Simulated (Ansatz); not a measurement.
A trial cell of Li was relaxed with r2SCAN (plane waves to 500 eV, PAW, scalar-relativistic; Ansatz, an electronic-structure program).

Before: P4₃2₁2 (No. 96), tP12; a = b = 5.8715 Å, c = 7.3981 Å, α = β = γ = 90.00°.

After relaxation:

Simulated powder pattern, Cu Kα, λ = 1.54184 Å (kinematic, ideal powder, no thermal factors, no anomalous dispersion; the 24 strongest lines at most, above 1 %, up to 2θ = 90°):

```json
[
 {"2θ (°)": "23.30", "I/Imax (%)": "6.1"},
 {"2θ (°)": "33.19", "I/Imax (%)": "72"},
 {"2θ (°)": "34.92", "I/Imax (%)": "100"},
 {"2θ (°)": "37.24", "I/Imax (%)": "76"},
 {"2θ (°)": "38.82", "I/Imax (%)": "20"},
 {"2θ (°)": "45.77", "I/Imax (%)": "25"},
 {"2θ (°)": "47.65", "I/Imax (%)": "14"},
 {"2θ (°)": "48.94", "I/Imax (%)": "47"},
 {"2θ (°)": "53.69", "I/Imax (%)": "7.0"},
 {"2θ (°)": "57.69", "I/Imax (%)": "13"},
 {"2θ (°)": "60.42", "I/Imax (%)": "4.5"},
 {"2θ (°)": "61.98", "I/Imax (%)": "3.8"},
 {"2θ (°)": "63.07", "I/Imax (%)": "29"},
 {"2θ (°)": "66.29", "I/Imax (%)": "4.5"},
 {"2θ (°)": "68.82", "I/Imax (%)": "23"},
 {"2θ (°)": "70.70", "I/Imax (%)": "13"},
 {"2θ (°)": "72.14", "I/Imax (%)": "22"},
 {"2θ (°)": "74.58", "I/Imax (%)": "7.6"},
 {"2θ (°)": "76.17", "I/Imax (%)": "3.1"},
 {"2θ (°)": "77.98", "I/Imax (%)": "10"},
 {"2θ (°)": "83.30", "I/Imax (%)": "3.5"},
 {"2θ (°)": "85.65", "I/Imax (%)": "13"},
 {"2θ (°)": "87.42", "I/Imax (%)": "8.1"},
 {"2θ (°)": "87.99", "I/Imax (%)": "5.0"}
]
```

Problem. Identify the relaxed structure from its pattern: crystal system, space group and cell.

Solution. Tetragonal, P4₁2₁2 (No. 92), tP4; a = 5.399 Å, b = 5.399 Å, c = 2.921 Å, α = 90.00°, β = 90.00°, γ = 90.00°. Sites: Li 4a (0.191, 0.191, 0.000).

Problem. Index the strongest lines.

Solution. 33.19° (200), 34.92° (101), 37.24° (210), 48.94° (211), 63.07° (311).

No spin polarisation in the result.

The run could not lose the symmetry of its start, so the end can be a saddle point.

The relaxed structure here is a generated cell of Li: the first start was made by placing the elements on the sites of a structure type, and the end was not matched to a known phase here, so it may be hypothetical. Known forms of Li include space group No. 229.
